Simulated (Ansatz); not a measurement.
Consider the following.

La₂O₃:
```
CELL_PARAMETERS angstrom
      3.90622     0.00000     0.00000
     -1.95311     3.38288     0.00000
      0.00000     0.00000     6.04095
ATOMIC_POSITIONS crystal
  La 0.66667 0.33333 0.75462
  La 0.33333 0.66667 0.24538
  O  0.66667 0.33333 0.35399
  O  0.33333 0.66667 0.64601
  O  0.00000 0.00000 0.00000
```

This is the PBEsol-relaxed structure. Tensor components refer to the Cartesian frame of this cell.

Problem. All from plane-wave PAW PBEsol (Ansatz code), unless another level is named. Estimate the Poisson's ratio.

Solution. 0.34.

Problem. Next, the elastic constants (relaxed ions, GPa)?

Solution. C11 = 216, C12 = 131, C13 = 86.4, C14 = 29.6, C33 = 133, C44 = 64.2.

Space group P-3m1 (La2O3 or Ni2Al3 type). The cell was relaxed with PBEsol under the symmetry of its start. Spin–orbit coupling is left out wherever it is not named.

Potentials: the earlier of the program's two PAW sets. The files were generated under PBE; for other functionals the program regenerates the frozen cores, and for LDA and PBEsol the local potential too.
